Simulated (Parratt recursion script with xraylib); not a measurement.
X-ray reflectivity of Hf on Si: from fringes to thickness

| layer, from the top | thickness (Å) | density (g/cm³) | rms roughness of its top face (Å) | δ (10⁻⁶) | β (10⁻⁶) |
|---|---|---|---|---|---|
| Hf | ? | 13.313 | 3.1 | ? | ? |
| Si (substrate) | – | 2.313 | 3.5 | 7.525 | 0.1803 |

The refractive index is n = 1 − δ + iβ. Vacuum lies above.

Densities are inputs, not measurements. They were set from computed cells of the Materials Project: Hf from entry mp-103 (P6₃/mmc, 13.313 g/cm³); Si from entry mp-149 (Fd-3m, 2.313 g/cm³). A layer's crystal structure does not enter its constants, only its composition and density.

Simulated, not measured: specular X-ray reflectivity, Parratt recursion, Névot-Croce roughness, xraylib tables (Parratt recursion script with xraylib 4.3.0).

Photon energy 8.048 keV (λ = 1.5406 Å), s polarisation. The grazing angle θ is scanned from 0.05° to 4° in 900 evenly spaced points, and the curve is smoothed with a Gaussian of 0.004° full width. A minimum is a scan point below both neighbours, placed by a parabola through ln R at the three points.

All minima between 0.55 and 2.8°: θ = 0.636, 0.805, 0.994, 1.195, 1.401, 1.612, 1.824, 2.039, 2.255, 2.471, 2.689°.

Q: Find the film thickness d and the film's δ from the minima.

A: sin²θ of the minima, in units of 10⁻⁶: 123.2, 197.4, 300.9, 434.9, 597.8, 791.4, 1013.1, 1265.9, 1548.2, 1858.8, 2201.0. For consecutive orders m, sin²θ = 2δ + (mλ/2d)², a straight line in m². The order of the first listed minimum is unknown, so try several:

| first m | slope (10⁻⁶) | intercept (10⁻⁶) | rms residual (10⁻⁶) |
|---|---|---|---|
| 1 | 17.19 | 148.7 | 21.26 |
| 1.5 | 15.93 | 106.9 | 9.85 |
| 2 | 14.84 | 63.8 | 0.33 |
| 2.5 | 13.88 | 19.5 | 8.61 |
| 3 | 13.04 | −25.6 | 16.16 |

The residual is least for first m = 2. Its slope gives d = λ/(2 slope^½) = 200.0 Å and its intercept δ = 31.9 × 10⁻⁶.

The run used d = 200 Å and δ = 31.50 × 10⁻⁶ (β = 2.525 × 10⁻⁶), so the fit misses d by 0.0 Å and δ by 1 %. The spacing of the first two listed minima alone, with δ left out, gives λ/(2Δθ) = 261.2 Å, 30.6 % too high.
